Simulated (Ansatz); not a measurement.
The start is a relaxed K cell, doubled along one cell vector, shaken by Gaussian noise of σ = 0.08 Å a coordinate. A full variable-cell relaxation at zero pressure is run with r2SCAN (plane waves to 500 eV, PAW, scalar-relativistic; Ansatz, a quantum-chemistry and plane-wave program). The first steps use a coarse 4×8×8 k-mesh.

Starting cell:
```
CELL_PARAMETERS angstrom
      8.60315     0.00000     0.00000
      0.00000     4.30157     0.00000
      0.00000     0.00000     4.30157
ATOMIC_POSITIONS crystal
  K  0.00352 0.98882 0.99733
  K  0.51748 0.01095 0.97346
```

Q: Which atoms feel the largest initial force, and how large is it?

A: 0.06 eV/Å, on K1, K2 (atoms numbered as listed).

Q: How much energy is released per atom?

A: About 0.11 eV/atom.

Q: How does the volume per atom move from start to end?

A: -4.0 %, from 79.59 to 76.41 Å³/atom.

Q: Is the parent structure recovered?

A: It does not go back: it reaches Im-3m (No. 229), bcc (W type), 0.11 eV/atom below the parent.

Q: What band gap does the relaxed structure have at this level?

A: Zero (metallic).

Q: Write out the relaxed structure.

A: 
```cif
data_K2
_chemical_formula_sum 'K2'
_space_group_name_H-M_alt 'Im-3m'
_space_group_IT_number 229
_space_group_name_Hall '-I 4 2 3'
_cell_length_a 5.34643
_cell_length_b 5.34643
_cell_length_c 5.34643
_cell_angle_alpha 90.000
_cell_angle_beta 90.000
_cell_angle_gamma 90.000
loop_
_atom_site_label
_atom_site_type_symbol
_atom_site_symmetry_multiplicity
_atom_site_Wyckoff_symbol
_atom_site_fract_x
_atom_site_fract_y
_atom_site_fract_z
_atom_site_occupancy
K1 K 2 a 0.00000 0.00000 0.00000 1
```
(The calculation used a cell of 1 atom; values per cell refer to that cell.)

Final values are on a 12×12×12 k-mesh of the relaxed cell. No spin polarisation in the result.

The run could not lose the symmetry of its start.

Of the parent cell (Pm-3m (No. 221)): it is a generated cell of K: the first start was made by placing the elements on the sites of a structure type, and the end was not matched to a known phase here, so it may be hypothetical. Known forms of K include space group No. 229.
